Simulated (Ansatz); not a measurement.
Sr₃SnO:
```
CELL_PARAMETERS angstrom
      5.09184     0.00000     0.00000
      0.00000     5.09184     0.00000
      0.00000     0.00000     5.09184
ATOMIC_POSITIONS crystal
  Sr 0.00000 0.50000 0.50000
  Sr 0.50000 0.00000 0.50000
  Sr 0.50000 0.50000 0.00000
  O  0.50000 0.50000 0.50000
  Sn 0.00000 0.00000 0.00000
```

Relaxed with PBEsol.

Q: Map the valence electron density (e/Å³), cut off at 2 on the plane through (0.000, 0.500, 0.500) spanned by u = [1, 0, 0] and v = [0, 1, 1] in lattice vectors, from PBEsol in the plane-wave PAW code Ansatz.

A: x is the fraction of u, y of v (the angle between them is 90°; rows are the nearest grid lines); atoms in the plane: Sr at (0.00, 0.00), O at (0.50, 0.00), Sn at (0.00, 0.50).
```
|+@@@*:..:+@@@@@@+:..:*@@@+|
|@@@%=.  .-#@@@@#-.  .=%@@@|
|@@%+:.  .:-*@@*-:.  .:+%@@|
|::..       ....       ..::|
|                          |
|                          |
|                          |
|                          |
|::..                  ..::|
|*+-:.                .:-+*|
|@@@%-.              .-%@@@|
|@@@@=:.            .:=@@@@|
|@@@@=:.            .:=@@@@|
|@@@%-.              .-%@@@|
|*+-:.                .:-+*|
|::..                  ..::|
|                          |
|                          |
|                          |
|                          |
|::..       ....       ..::|
|@@%+:.  .:-*@@*-:.  .:+%@@|
|@@@%=.  .-#@@@@#-.  .=%@@@|
|+@@@*:..:+@@@@@@+:..:*@@@+|
```
Scale: ten equal steps from 0.045 (start of ' ') to 2.00 (end of '@'), in the order ' .:-=+*#%@'; x runs from 0.000 to 1.00, y from 0.000 (bottom) to 1.00 (top).

The density is the valence pseudo-density with augmentation charge, so density and ELF within about 1 Å of a nucleus are not all-electron values.

Space group Pm-3m (anti-perovskite). The workflow started from an entry of the Crystallography Open Database (COD). Whether it is the stable phase at ambient conditions was not checked. Symmetry was held in the PBEsol relaxation; whether a distortion lowers the energy is not shown. Spin–orbit coupling is left out wherever it is not named.

Potentials: the later of the program's two PAW sets.
